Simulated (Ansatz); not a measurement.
Ta3Ge:
```xyz
32
Lattice="10.2518 0.0000 0.0000 0.0000 10.2518 0.0000 0.0000 0.0000 5.2509" Properties=species:S:1:pos:R:3 pbc="T T T"
Ta     6.6566     5.3087     3.7812
Ta    10.0690     1.5307     1.1558
Ta     3.5952     4.9431     3.7812
Ta     0.1828     8.7211     1.1558
Ta     8.7211    10.0690     4.0951
Ta     5.3087     3.5952     1.4697
Ta     1.5307     0.1828     4.0951
Ta     4.9431     6.6566     1.4697
Ta     4.2513     1.0149     2.8004
Ta     4.1110     9.3773     0.1750
Ta     6.0005     9.2369     2.8004
Ta     6.1408     0.8746     0.1750
Ta     0.8746     4.1110     5.0759
Ta     1.0149     6.0005     2.4505
Ta     9.3773     6.1408     5.0759
Ta     9.2369     4.2513     2.4505
Ta     8.3253     7.3054     2.5459
Ta     8.0723     3.1994     5.1713
Ta     1.9265     2.9464     2.5459
Ta     2.1795     7.0524     5.1713
Ta     7.0524     8.0723     0.0796
Ta     7.3054     1.9265     2.7050
Ta     3.1994     2.1795     0.0796
Ta     2.9464     8.3253     2.7050
Ge     8.1637     9.9563     1.4893
Ge     5.4214     3.0378     4.1147
Ge     2.0881     0.2955     1.4893
Ge     4.8304     7.2140     4.1147
Ge     7.2140     5.4214     1.1362
Ge     9.9563     2.0881     3.7616
Ge     3.0378     4.8304     1.1362
Ge     0.2955     8.1637     3.7616
```

Relaxed with r²SCAN. Special points in fractions of this cell's reciprocal vectors: Γ (0.000, 0.000, 0.000); X (0.000, 0.500, 0.000); M (0.500, 0.500, 0.000); Z (0.000, 0.000, 0.500); R (0.000, 0.500, 0.500); A (0.500, 0.500, 0.500).

### Question
List the band energies nearest the Fermi level at these points for plane-wave PAW r²SCAN (Ansatz code).

### Answer
In eV from the Fermi level; about four levels below and three above (degenerate sets whole), none deeper than 8.9 eV; points with the same levels are listed once.

```tsv
k	below	above
Γ	-0.28 -0.28 -0.23 -0.05 -0.04	0.26 0.26 0.29
X	-0.33 -0.33 -0.06 -0.06	0.08 0.08 0.41 0.41
M	-0.35 -0.35 -0.34 -0.34	0.14 0.14 0.66 0.66
Z	-0.64 -0.64 -0.31 -0.31	0.16 0.16 0.30 0.30
R	-0.39 -0.39 -0.25 -0.25	0.12 0.12 0.55 0.55
A	-0.48 -0.47 -0.47 -0.06 -0.06	0.03 0.08 0.26
```

Space group P4_2/n. The first step of the workflow began from a Materials Project structure, measured or hypothetical; the Crystallography Open Database copy checked does not list it. Its standing as an ambient phase is unchecked. The r²SCAN relaxation kept the symmetry of its start; whether a distortion lowers the energy is not shown. The run is not spin-polarised. Scalar-relativistic: spin–orbit coupling is off unless named, which matters more the heavier the elements.

Potentials: the later of the program's two PAW sets.
